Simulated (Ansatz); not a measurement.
Recipe of this trial structure of BeS5: random cell by space group and Wyckoff sites (P4/mmm, No. 123). Lengths were set from tabulated atomic sizes, so they are only a guess.

Space group P4/mmm (No. 123). a = 5.353 Å, b = 5.353 Å, c = 4.327 Å, α = 90.00°, β = 90.00°, γ = 90.00°
| atom | site | symmetry | x | y | z |
| --- | --- | --- | --- | --- | --- |
| Be | 1c | 4/mmm | 0.5000 | 0.5000 | 0.0000 |
| S | 1d | 4/mmm | 0.5000 | 0.5000 | 0.5000 |
| S | 4j | m.2m | 0.2386 | 0.2386 | 0.0000 |

Computed with DFT PBE, scalar-relativistic, plane waves, PAW (Ansatz). Cutoff 420 eV, Gaussian smearing, Γ-centred meshes. Cell and atoms relax first on a coarse mesh and then on a finer one. In between, the cell is made exact in the group found at 0.06 Å. In metals the finer mesh still leaves noise of several meV/atom or more. The steps can't lower the symmetry of their start. No spin polarisation.

A guess keeps its type if space group and coordination stay and the shape of the cell changes little (axis ratios within about 15 %, angles within 6°); the volume may change.

Question: Will the relaxed cell still be of the starting type?

Answer: It doesn't keep its type. The symmetry stays P4/mmm (No. 123). The volume per atom grows by 68.7 %, from 20.7 to 34.9 Å³. The shortest distance goes from 1.98 Å (Be–S) to 1.84 Å (Be–S). The ratio c/a of the conventional cell changes by a factor of 0.60. Counting neighbours within 15 % of an atom's shortest distance, the start has Be 6, S 1/2 and the end Be 2, S 2. In detail, at the end Be has 2 S at 1.84 Å; around S on a site of symmetry 4/mmm lie 2 Be at 1.84 Å; around S on a site of symmetry m2m lie 2 S at 2.13 Å.

```
CELL_PARAMETERS angstrom
7.53799 0.00000 0.00000
0.00000 7.53799 0.00000
0.00000 0.00000 3.68046
ATOMIC_POSITIONS crystal
Be 0.50000 0.50000 0.00000
S 0.50000 0.50000 0.50000
S 0.14115 0.14115 0.00000
S 0.85885 0.85885 0.00000
S 0.85885 0.14115 0.00000
S 0.14115 0.85885 0.00000
```

The last run used a 6×6×10 mesh (in the run's order of axes) for its 6-atom cell and Gaussian smearing of 0.10 eV. Weakly bound directions are ill-defined at this level, which has no dispersion term. The cell is a metal run without spin; a magnetic state may lie lower. A structure relaxed within its symmetry needn't be a true minimum.

In counts of neighbours, a slash parts the counts of unlike sites.
